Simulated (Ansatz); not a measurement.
# Energy landscape of PbS

13 relaxations of PbS ended in 3 distinct structures. Computed with PBEsol (plane waves to 420 eV, PAW, scalar-relativistic; Ansatz, an electronic-structure program).

| # | space group | Pearson | type | E − E(lowest) (eV/atom) | V (Å³/atom) | gap (eV, no SOC) | coordination | runs ending here |
|---|---|---|---|---|---|---|---|---|
| 1 | Fm-3m | cF8 | rock salt type | 0.000 | 25.71 | 0.19 | S 6 (octahedral), Pb 6 (octahedral) | 11 |
| 2 | P6₃/mmc | hP4 | – | 0.118 | 31.40 | 1.29 | – | 1 |
| 3 | F-43m | cF8 | zinc blende type | 0.263 | 35.01 | 0.63 | S 4 (tetrahedral), Pb 4 (tetrahedral) | 1 |

Coordination numbers (neighbours up to the widest gap in distance over summed covalent radii, below 1.35; n+m marks a second, longer set; metal–metal contacts left out). Fm-3m, cF8, rock salt type is the lowest among the structures calculated here.

PbS is taken in the cubic space group Fm-3m (No. 225), the rock salt structure, Pearson symbol cF8. Cell: a = 5.903 Å, b = 5.903 Å, c = 5.903 Å, α = 90.00°, β = 90.00°, γ = 90.00°. S on 4a has 6 Pb at 2.951 Å (octahedral). Pb on 4b is coordinated by 6 S at 2.951 Å (octahedral). (Neighbours: up to the widest gap in distance over summed covalent radii, below 1.35, at either atom; cation-cation and far metal-metal contacts left out.)
(The calculation used a cell of 2 atoms; values per cell refer to that cell.)

Each run could gain symmetry but not lose that of its start, so entries can be saddle points. From databases, or of a type measured for this composition: Fm-3m, cF8, rock salt type; the others are generated cells (placed on structure types, drawn at random, substituted or restacked) that were not matched to a known phase here. Energies are at zero temperature and pressure, without zero-point motion. The runs use different k-meshes, so differences are rounded accordingly. No spin polarisation in the result. Without spin-orbit coupling the bands of the heavy element are not split, so the gap can be far off.
